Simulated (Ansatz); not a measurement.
**Notes on RbLuS$_{2}$**

```yaml
crystal:
  lattice:
    - [4.00450, 0.00000, 0.00000]
    - [-2.00225, 3.46800, 0.00000]
    - [0.00000, -2.31200, 7.63325]
  atoms:
    - { symbol: S, position: [0.23179, 0.46358, 0.69537] }
    - { symbol: S, position: [0.76821, 0.53642, 0.30463] }
    - { symbol: Lu, position: [0.50000, 0.00000, 0.50000] }
    - { symbol: Rb, position: [0.00000, 0.00000, 0.00000] }
```

The numbers come from plane-wave PAW DFT (Ansatz): r2SCAN, no spin polarisation, 500 eV, 8×8×8 Γ-centred k points, gaussian occupations (width 0.193 eV). Nothing was relaxed.

- Stress: The pressure is -1.5 GPa (compression positive), so with the atoms held at these fractions the cell would first shrink.
- Formation energy: -2.10 eV an atom against the elements' usual phases (free molecules for gases, crystals otherwise, with no correction for O₂ or N₂), so it is bound against them; other compounds may still compete. Relaxing would lower it.
- Contacts: S–Lu at 2.75 Å: least valence density 0.29 e/Å³ and ELF 0.20 there. Rb–S at 3.28 Å: least valence density 0.09 e/Å³ and ELF 0.05 there, a closed-shell (ionic or weak) contact. Both are smooth PAW fields, read partly inside the augmentation spheres.
- Electronic structure: The gap is 2.68 eV, indirect (the least direct gap found is 3.48 eV).

Origin: a known structure type with other elements, at an estimated volume, so it need not be a known compound. Caveats: wide smearing.
